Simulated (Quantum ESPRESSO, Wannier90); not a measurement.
# Wannierisation of HgO (P3₁21)

```
begin unit_cell_cart
ang
    3.6149899245    0.0000000000    0.0000000000
   -1.8074949622    3.1306731090    0.0000000000
    0.0000000000    0.0000000000    8.8353700000
end unit_cell_cart
begin atoms_frac
Hg   0.2402700000  0.2402700000  0.5000000000
Hg  -0.2402700000  0.0000000000 -0.1666666667
Hg  -0.0000000000 -0.2402700000  0.1666666667
O   -0.4593900000 -0.4593900000  0.0000000000
O    0.4593900000  0.0000000000  0.3333333333
O    0.0000000000  0.4593900000 -0.3333333333
end atoms_frac
```

Structure: Materials Project mp-7826, symmetrised, not relaxed again. Not found in the COD (Crystallography Open Database) copy used, which has the formula in other groups; not checked further. Level: PBEsol, no spin polarisation, no spin-orbit coupling; pw.x of Quantum ESPRESSO at 68 Ry with PseudoDojo potentials, 6×6×4 k-points, Wannier90. Density: 12×12×4 mesh, Gaussian smearing 0.01 Ry. The cell is built of weakly bound layers, chains or molecules. Database cells relaxed without dispersion often hold them too far apart, which can enlarge gaps and weakens couplings between them; spacing and stacking were not compared with the measured crystal. Spin-orbit coupling is left out although heavy elements are present.

A tight-binding model is made by disentanglement and projection with no localisation steps (num_iter = 0), so the 24 orbitals stay atom-like: hydrogen-like Hg: s;p; O: s;p, axes along x, y, z; frozen window up to 2.71 eV relative to the valence-band maximum. It follows pw.x to 2.2 meV rms for states up to 2.2 eV relative to the valence-band maximum. Matrix elements depend on this choice of orbitals and windows. Bands 16–30 (Hg 5d 86 %, O 2p 11 %) lie between the kept ones and are excluded.

Q: Which pairs of orbitals on different sites are coupled most strongly? Give distance, modulus and how many such pairs a cell has.

A: 
```tsv
orbital	orbital	distance of the centres (Å)	modulus (eV)	pairs
Hg s	O pz	1.91	1.66	6
Hg s	O py	1.92	1.56	2
Hg px	Hg px	3.62	1.41	1
Hg s	O px	1.93	1.40	2
Hg py	O pz	1.92	1.33	2
Hg py	O s	2.03	1.32	2
Hg s	O px	1.96	1.30	2
Hg pz	O py	1.93	1.27	2
Hg pz	Hg pz	3.34	1.26	3
Hg px	O pz	1.92	1.20	2
Hg pz	O s	2.03	1.18	6
Hg pz	O px	1.93	1.16	2
Hg px	O s	2.03	1.15	4
Hg px	Hg px	3.62	1.12	2
Hg px	O pz	1.92	1.10	2
Hg pz	O px	1.96	1.04	2
Hg py	Hg py	3.62	1.00	2
Hg py	Hg py	3.62	0.92	2
Hg s	O s	2.03	0.91	6
Hg s	O py	1.97	0.86	2
Hg py	O pz	1.92	0.75	2
Hg px	O px	2.01	0.74	2
Hg py	Hg py	3.62	0.73	2
Hg pz	O py	1.98	0.73	2
Hg px	Hg s	3.66	0.73	1
Hg px	Hg s	3.57	0.73	1
Hg px	Hg py	3.62	0.71	4
Hg s	O py	2.00	0.70	2
Hg pz	Hg s	3.31	0.69	6
Hg pz	O pz	1.92	0.68	6
```
